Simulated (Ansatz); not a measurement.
Level of theory: Ansatz 0.2.0, DFT PBE, scalar-relativistic, plane waves, PAW. All cells share a 420 eV cutoff and Γ-centred k meshes spaced at most about 0.3 Å⁻¹ (about 0.25 or finer for metals, 2π included). No spin polarisation in the final relaxations.

These are static total energies at zero pressure.

Compare these two cells of BPd4, each relaxed at this level.

1.

```cif
data_structure
_symmetry_space_group_name_H-M 'P-6m2'
_symmetry_Int_Tables_number 187
_cell_length_a 5.4165
_cell_length_b 5.4165
_cell_length_c 2.8085
_cell_angle_alpha 90.000
_cell_angle_beta 90.000
_cell_angle_gamma 120.000
_cell_volume 71.36
loop_
_atom_site_label
_atom_site_type_symbol
_atom_site_symmetry_multiplicity
_atom_site_Wyckoff_symbol
_atom_site_fract_x
_atom_site_fract_y
_atom_site_fract_z
_atom_site_occupancy
B1 B 1 e 0.66667 0.33333 0.00000 1
Pd1 Pd 3 k 0.49771 0.50229 0.50000 1
Pd2 Pd 1 a 0.00000 0.00000 0.00000 1
```

2.

```cif
data_structure
_symmetry_space_group_name_H-M 'Pmm2'
_symmetry_Int_Tables_number 25
_cell_length_a 2.8553
_cell_length_b 4.3628
_cell_length_c 5.8872
_cell_angle_alpha 90.000
_cell_angle_beta 90.000
_cell_angle_gamma 90.000
_cell_volume 73.34
loop_
_atom_site_label
_atom_site_type_symbol
_atom_site_symmetry_multiplicity
_atom_site_Wyckoff_symbol
_atom_site_fract_x
_atom_site_fract_y
_atom_site_fract_z
_atom_site_occupancy
B1 B 1 c 0.50000 0.00000 0.86061 1
Pd1 Pd 1 d 0.50000 0.50000 0.87561 1
Pd2 Pd 1 b 0.00000 0.50000 0.33346 1
Pd3 Pd 1 a 0.00000 0.00000 0.61633 1
Pd4 Pd 1 c 0.50000 0.00000 0.19100 1
```

Problem. Which is lower in energy, and by how much?

Solution. Cell 1 is lower, by 92 meV/atom. Cell 1 has space group P-6m2 (No. 187), 14.3 Å³/atom and no gap on its mesh; cell 2 has space group Pmm2 (No. 25), 14.7 Å³/atom and no gap. Counting Pd atoms around B (those within 1.25 times the shortest such distance or 1.15 times the sum of covalent radii, 1.27 where that leaves under three), cell 1 has B 6 and cell 2 has B 5. Origin: cell 1 was invented; cell 2 is a Materials Project cell, relaxed.

Cells relaxed within their symmetry can be saddle points.
